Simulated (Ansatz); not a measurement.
SnO:
```
CELL_PARAMETERS angstrom
      0.00000     2.68774     2.68774
      2.68774     0.00000     2.68774
      2.68774     2.68774     0.00000
ATOMIC_POSITIONS crystal
  O  0.25000 0.25000 0.25000
  Sn 0.00000 0.00000 0.00000
```

Relaxed with PBEsol. Special points in fractions of this cell's reciprocal vectors: Γ (0.000, 0.000, 0.000); X (0.500, 0.000, 0.500); U (0.625, 0.250, 0.625); K (0.375, 0.375, 0.750); L (0.500, 0.500, 0.500); W (0.500, 0.250, 0.750).

List the band energies nearest the Fermi level at these points for plane-wave PAW PBEsol (Ansatz code).

In eV from the Fermi level; about four levels below and three above (degenerate sets whole), none deeper than 8.9 eV; … stands for higher levels left out; points with the same levels are listed once.

```csv
k,below,above
Γ,-6.35 -3.82 -3.82 -3.82,…
X,-5.04 -5.04 -0.76 -0.12,5.24 …
U,-7.89 -5.71 -4.79 -0.33,0.66 3.37 …
L,-8.20 -4.26 -4.26 -2.44,1.60 …
W,-7.84 -5.44 -5.41,0.07 1.22 2.61
```

Space group F-43m (zinc blende). The start of the workflow was typed in or built on a structure type; neither database checked (COD, Materials Project) lists it. It is not the phase usual at ambient conditions (space group No. 129). Symmetry was held in the PBEsol relaxation. At this level the phase is mechanically unstable. The volume moved by 16 % from the start of the relaxation. Scalar-relativistic: spin–orbit coupling is off unless named, which matters more the heavier the elements.

Potentials: the earlier of the program's two PAW sets. The files were generated under PBE; for other functionals the program regenerates the frozen cores, and for LDA and PBEsol the local potential too.
